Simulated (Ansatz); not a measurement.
**ZrPbO3: do energies and stresses tell the same story?**

Computed with DFT r2SCAN, scalar-relativistic, plane waves, PAW (Ansatz).

Plane waves to 500 eV, a k mesh through Γ of 6×6×6 on the computed 5-atom cell and Gaussian smearing (0.02 eV); no spin polarisation.

Relaxed cell: Pm-3m, a = 4.160 Å, b = 4.160 Å, c = 4.160 Å, α = 90.00°, β = 90.00°, γ = 90.00°, 5 atoms in the primitive cell. Whether it is the stable form of this composition wasn't checked.

Energies at zero smearing and pressures from the stress tensor, at volumes with shape and atoms relaxed:
```
V (Å³/atom) E − E(first) (meV/atom) P (GPa)
     13.530                     0.00    12.06
     13.962                   -23.49     5.55
     14.394                   -30.79     0.00
     14.825                   -24.24    -4.73
     15.257                    -5.93    -8.75
```

Question: Check P = −dE/dV between neighbouring volumes, and get the bulk modulus from the pressures alone.

Answer: With 1 eV/Å³ = 160.2 GPa:
| middle V (Å³/atom) | −ΔE/ΔV (GPa) | mean P (GPa) |
| --- | --- | --- |
| 13.746 | 8.717 | 8.806 |
| 14.178 | 2.706 | 2.775 |
| 14.609 | -2.431 | -2.362 |
| 15.041 | -6.791 | -6.740 |

The two differ by 0.09 GPa at most. The mean of two end pressures misses the average over a step by about ΔV² P″/12, up to 0.09 GPa here; with that taken off 0.01 GPa remains. Around V = 14.394 Å³/atom, the two neighbours give B = −V ΔP/ΔV = 14.394 × 10.27 / 0.864 = 171.2 GPa, against B0 = 170.5 GPa from the Birch–Murnaghan fit of the energies.

Spin–orbit coupling is left out, which can shift energies with elements as heavy as these.

Symmetry holds off the tilts and polar distortions that many cubic perovskites undergo.